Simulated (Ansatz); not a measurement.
This is a relaxation of cell and atoms with the PAW code Ansatz on In4BiSb3 as one 8-atom ordering (I-42m) on the zincblende lattice; the level of theory is r2SCAN. It starts from the PBE minimum.

Input file:
```yaml
crystal:
  lattice:
    - [-3.3441538671, 3.3441538671, 6.690770367]
    - [3.3441538671, -3.3441538671, 6.690770367]
    - [3.3441538671, 3.3441538671, -6.690770367]
  atoms:
    - { symbol: Sb, position: [0.25, 0.75, 0.5] }
    - { symbol: In, position: [0.8722010464, 0.3812382962, 0.0] }
    - { symbol: Sb, position: [0.5, 0.5, 0.0] }
    - { symbol: In, position: [0.1277989536, 0.1277989536, 0.5090372498] }
    - { symbol: Sb, position: [0.75, 0.25, 0.5] }
    - { symbol: In, position: [0.3812382962, 0.8722010464, 0.0] }
    - { symbol: Bi, position: [0.0, 0.0, 0.0] }
    - { symbol: In, position: [0.6187617038, 0.6187617038, 0.4909627502] }
kpoints:
  mp_grid: { grid: [6, 6, 6] }
hamiltonian:
  xc: r2scan
scf:
  occupations: { method: fermi_dirac, width: 0.02 }
relax:
  f_tol: 0.005
  cell: {}
output:
  write_density: true
  write_potential: true
  elf: true
  volumetric_format: npy
```

Run as `ansatz run input.yaml --threads 2 --pin off --max-ram 20275MiB --backend cpu --events-out ev --progress --plain --runs-dir out`.

**Question.** It ran on 2 threads of AMD EPYC 7R13 Processor (Zen 3), with other jobs on the host, load about 33.7 per core. About how long did it take, and how much host memory at the peak?

**Answer.** About 3.4 min, with a peak of 1.8 GiB.

Output, abridged:
```
Functional definition: r2SCAN
Crystal: 8 atoms, lattice volume = 299.301 Å³
Basis set: ecut = 500 eV, 7561 PW (Γ)
Bands: 68, of which v1, the nominal top of the filled ones, is band 56 counted from 1 (55 counted from 0)
Symmetry: 8 space group operations
Space group: I-42m (ITA 121)
k-points: 30 of 216 (time reversal used)
preconditioner: auto → Resta (q_TF=auto, 2.316 Å⁻¹)  ε∞=2.7  [σ=0.020 eV  ℏωp=18.2 eV]
relax step 1: F+E_penalty+E_count = -54357.29843089 eV  max|allowed force component| = 1.003e-2 eV/Å  Δτ_max = 0.0000 Å  P = -1.430 GPa  Ω = 299.301 Å³
relax step 2: F+E_penalty+E_count = -54357.32687704 eV  max|allowed force component| = 1.313e-2 eV/Å  Δτ_max = 0.0034 Å  P = +1.104 GPa  Ω = 281.143 Å³
relax step 3: F+E_penalty+E_count = -54357.35019840 eV  max|allowed force component| = 2.448e-3 eV/Å  Δτ_max = 0.0020 Å  P = -0.074 GPa  Ω = 288.773 Å³
relax step 4: F+E_penalty+E_count = -54357.35035372 eV  max|allowed force component| = 6.644e-4 eV/Å  Δτ_max = 0.0004 Å  P = -0.004 GPa  Ω = 288.282 Å³
relax step 5: F+E_penalty+E_count = -54357.34973609 eV  max|allowed force component| = 6.598e-4 eV/Å  Δτ_max = 0.0000 Å  P = -0.007 GPa  Ω = 288.282 Å³  (SCF on a basis re-selected at this cell)
Free energy (F): -54357.349736 eV
Internal energy: -54357.349369 eV  (E = F + TS)
E sigma→0 (E₀):  -54357.349553 eV
Entropy (-TS):   -0.000367 eV (-0.046 meV/atom)
Fermi energy:    6.794250 eV
--- Stress (GPa, compression-positive) ---
       -0.007276       0.000000       0.000000
        0.000000      -0.007276       0.000000
        0.000000       0.000000      -0.007430
  P = ⅓ Tr σ = -0.0073 GPa (-0.073 kbar)
--- Relaxed structure (4 steps of the walk, 4 accepted, 1 SCFs on fresh bases) ---
  F+E_penalty+E_count = -54357.34973609 eV   max|allowed force component| = 6.598e-4 eV/Å
  cell:  # Å, volume = 288.2816 Å³
    - [-3.302691, 3.302691, 6.607254]
    - [3.302691, -3.302691, 6.607254]
    - [3.302691, 3.302691, -6.607254]
  atoms:
    - { symbol: Sb, position: [0.250000, 0.750000, 0.500000] }
    - { symbol: In, position: [0.872271, 0.381002, 0.000000] }
    - { symbol: Sb, position: [0.500000, 0.500000, 0.000000] }
    - { symbol: In, position: [0.127729, 0.127729, 0.508732] }
    - { symbol: Sb, position: [0.750000, 0.250000, 0.500000] }
    - { symbol: In, position: [0.381002, 0.872271, 0.000000] }
    - { symbol: Bi, position: [0.000000, 0.000000, 0.000000] }
    - { symbol: In, position: [0.618998, 0.618998, 0.491268] }
```

Planar averages along the third cell vector, from rho_z.tsv and v_z.tsv (valence density with its augmentation; electrostatic potential energy of an electron, of which only differences have a meaning):

| z (Å) | ρ (e/Å³) | v_es (eV) |
| --- | --- | --- |
| 0.00 | 0.822 | 0.20 |
| 0.40 | 0.682 | 0.81 |
| 0.67 | 0.503 | 1.89 |
| 1.08 | 0.275 | 4.25 |
| 1.35 | 0.187 | 5.88 |
| 1.75 | 0.133 | 7.55 |
| 2.02 | 0.124 | 7.87 |
| 2.43 | 0.140 | 7.17 |
| 2.83 | 0.211 | 5.37 |
| 3.10 | 0.318 | 4.08 |
| 3.51 | 0.596 | 2.62 |
| 3.78 | 0.789 | 2.10 |
| 4.18 | 0.850 | 1.97 |
| 4.45 | 0.699 | 2.31 |
| 4.85 | 0.397 | 3.51 |
| 5.12 | 0.257 | 4.70 |
| 5.53 | 0.156 | 6.65 |
| 5.93 | 0.125 | 7.80 |
| 6.20 | 0.126 | 7.79 |
| 6.61 | 0.161 | 6.58 |
| 6.88 | 0.225 | 5.09 |
| 7.28 | 0.416 | 2.61 |
| 7.55 | 0.594 | 1.29 |
| 7.96 | 0.805 | 0.27 |

The walk took 4 steps and changed the volume by -3.7 %. The last SCF, on a fresh basis, lies 6.4 meV an atom below the first. Final cell: the symmetry is I-42m (No. 121, tetragonal); conventional cell a = 6.605 Å, c = 13.215 Å, 36.04 Å³ an atom. Sb has 4 In at 2.85 Å; In has 3 Sb at 2.84–2.85 Å and 1 Bi at 2.91 Å; Sb has 4 In at 2.84 Å; Bi has 4 In at 2.91 Å.

Simulation only: spin-unpolarised, and no claim that this is the phase found in nature.
